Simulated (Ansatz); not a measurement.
## Computed properties of GaAs

GaAs:
```yaml
crystal:
  lattice:
    - [3.99314, 0.00000, 0.00000]
    - [-1.99657, 3.45816, 0.00000]
    - [0.00000, 0.00000, 6.58441]
  atoms:
    - { symbol: Ga, position: [0.33333, 0.66667, 0.00007] }
    - { symbol: Ga, position: [0.66667, 0.33333, 0.50007] }
    - { symbol: As, position: [0.33333, 0.66667, 0.37393] }
    - { symbol: As, position: [0.66667, 0.33333, 0.87393] }
```

Space group P6_3mc (No. 186), wurtzite; conventional cell a = b = 3.993 Å, c = 6.584 Å, α = β = 90.00°, γ = 120.00°.

Method: r²SCAN in the plane-wave PAW code Ansatz. Structure relaxed to zero pressure with the same functional. Other levels are named where they apply.

**Cell and energy**

| Quantity | Result |
|---|---|
| Volume per atom | 22.73 Å³ |
| Density | 5.28 g/cm³ |

**Electronic structure**

| Property | Value |
|---|---|
| Band gap | 0.98 eV (direct) |
| Valence-band maximum | at Γ |
| Conduction-band minimum | at Γ |
| Electron effective mass | 0.050, 0.059, 0.059 mₑ (principal values) |
| Electron effective mass with spin–orbit coupling | 0.049, 0.058, 0.058 mₑ (principal values) |
| Hole effective mass, band 1 of 2 at the edge | 0.84 along x, 0.80 along z (mₑ) |
| Hole effective mass, band 2 of 2 at the edge | 0.053 along x, 0.80 along z (mₑ) |
| Hole effective mass with spin–orbit coupling | 0.091, 0.091, 0.79 mₑ (principal values) |
| HSE06 gap on the r²SCAN cell | 1.36 eV |
| Gap with spin–orbit coupling | 0.87 eV |
| Z2 indices of the occupied bands with spin–orbit coupling | 0;(000) |

**Mechanics**

| Item | Result |
|---|---|
| Bulk modulus (Birch–Murnaghan fit) | 721 kbar |
| Pressure derivative B′ | 4.6 |
| Elastic constants (relaxed ions, GPa) | C11 = 142, C12 = 45.2, C13 = 27.9, C33 = 165, C44 = 38.6 |
| Mechanical stability | stable (all eigenvalues of C positive) |
| Hill bulk and shear moduli | 72.2 and 47.2 GPa |
| Young's modulus | 116 GPa |
| Poisson's ratio | 0.23 |
| Debye temperature from the elastic constants | 348 K |
| Piezoelectric stress constants (proper, relaxed ions, C/m²) | e15 = e24 = 0.07, e31 = e32 = 0.09, e33 = -0.32 |

**Dielectric response**

| Property | Result |
|---|---|
| Electronic dielectric constant ε∞ (DFPT) | 10.9 (xx = yy), 11.3 (zz) |
| Static dielectric constant ε0 (ions relaxed, cell fixed) | 12.7 (xx = yy), 13.3 (zz) |
| Born charges (a third of the trace) | Ga +2.08, As -2.08 e |

**Phonons**

| Property | Value |
|---|---|
| Highest zone-centre frequency (without LO–TO term) | 266 cm⁻¹ |
| Zone-centre stability | no imaginary mode at Γ |

**Charges**

| Item | Result |
|---|---|
| Bader charges | Ga +0.78, As -0.78 e |

The first step of the workflow began from a Materials Project structure, measured or hypothetical; the Crystallography Open Database copy checked does not list it. It is not the phase usual at ambient conditions (space group No. 216). The cell was relaxed with r²SCAN under the symmetry of its start. Signs of piezoelectric constants follow the polarity of the cell as given. Spin–orbit coupling is left out wherever it is not named.

Potentials: the earlier of the program's two PAW sets. The files were generated under PBE; for other functionals the program regenerates the frozen cores, and for LDA and PBEsol the local potential too.
